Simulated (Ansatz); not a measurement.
# Calculated quadrupolar parameters for BaNaSbSe₃

The cell is a measured structure from the Crystallography Open Database (COD), ions relaxed with PBE at fixed cell.

```
Na Ba Sb Se
1.0
     6.29100    0.00000    0.00000
     0.00000   14.80000    0.00000
    -2.15498    0.00000    7.77903
Na Ba Sb Se
4 4 4 12
Direct
  0.74793 0.28552 0.07449
  0.25207 0.78552 0.42551
  0.25207 0.71448 0.92551
  0.74793 0.21448 0.57449
  0.17449 0.42030 0.77988
  0.82551 0.92030 0.72012
  0.82551 0.57970 0.22012
  0.17449 0.07970 0.27988
  0.37723 0.40098 0.33865
  0.62277 0.90098 0.16135
  0.62277 0.59902 0.66135
  0.37723 0.09902 0.83865
  0.26013 0.27815 0.10381
  0.73987 0.77815 0.39619
  0.73987 0.72185 0.89619
  0.26013 0.22185 0.60381
  0.19580 0.61903 0.60534
  0.80420 0.11903 0.89466
  0.80420 0.38097 0.39466
  0.19580 0.88097 0.10534
  0.30159 0.54462 0.14342
  0.69841 0.04462 0.35658
  0.69841 0.45538 0.85658
  0.30159 0.95538 0.64342
```

Atom numbers follow the list; atoms alike are taken as one site, whose name carries the number of the first.

Method: Kohn–Sham DFT in Ansatz, PBE, plane waves and PAW, scalar-relativistic, 420 eV cutoff, Γ-centred 5×2×4 k-points, Fermi–Dirac smearing 0.02 eV.

Conventions: |V_zz| ≥ |V_yy| ≥ |V_xx|, η = (V_xx − V_yy)/V_zz, C_Q = eQV_zz/h. Directions are in the Cartesian axes of the cell vectors above, for the atom listed; none is given where the gradient is under 0.02 or η is above 0.95.

Question: What field gradients does the calculation give at each kind of site?

Answer: 

```json
{"site": "Na", "first atom": "1", "first shell": "5 Se at 2.88–3.17 Å", "V_zz (10²¹ V/m²)": "-1.00", "η": "0.83", "direction of V_zz (x, y, z)": "-0.34 0.68 0.65"}
{"site": "Ba", "first atom": "5", "first shell": "7 Se at 3.23–3.40 Å", "V_zz (10²¹ V/m²)": "-2.45", "η": "0.18", "direction of V_zz (x, y, z)": "0.92 -0.22 0.33"}
{"site": "Sb", "first atom": "9", "first shell": "3 Se at 2.59–2.62 Å", "V_zz (10²¹ V/m²)": "-19.18", "η": "0.23", "direction of V_zz (x, y, z)": "-0.57 0.17 0.80"}
{"site": "Se13", "first atom": "13", "first shell": "1 Sb at 2.59 Å, 2 Na at 3.14–3.17 Å; also 2 Ba at 3.29–3.37 Å, 1 Sb at 3.60 Å", "V_zz (10²¹ V/m²)": "33.5", "η": "0.15", "direction of V_zz (x, y, z)": "0.07 0.72 0.69"}
{"site": "Se17", "first atom": "17", "first shell": "1 Sb at 2.62 Å, 2 Na at 2.88–2.93 Å; also 2 Ba at 3.28–3.40 Å, 1 Sb at 3.76 Å", "V_zz (10²¹ V/m²)": "33.0", "η": "0.13", "direction of V_zz (x, y, z)": "0.97 -0.16 0.16"}
{"site": "Se21", "first atom": "21", "first shell": "1 Sb at 2.61 Å, 1 Na at 3.04 Å, 2 Ba at 3.23–3.26 Å; also 1 Ba at 3.37 Å, 1 Sb at 4.21 Å", "V_zz (10²¹ V/m²)": "32.5", "η": "0.08", "direction of V_zz (x, y, z)": "-0.06 0.82 -0.56"}
```

At Se13, Se17 and Se21 V_zz points along its shortest bond, to Sb (within 3°) in each case.

Without spin–orbit coupling (the program notes it for Ba and Sb) the gradients are little affected as a rule: paired runs on crystals with a gap mostly move them by under 2 % at such atoms. With these PAW files V_zz is typically within 2 to 3 % of all-electron values, but misses above 10 % occur on Sb.

The relaxation (4 steps) took 2.5 min of wall time (9.7 min of CPU time) and 4.7 GiB at its peak, on 4 threads of Intel Xeon Platinum 8488C (Sapphire Rapids) (x86_64; 48 cores open to the job, memory cap 8.0 GiB, no GPU), a shared host with a load of 0.3 a core.
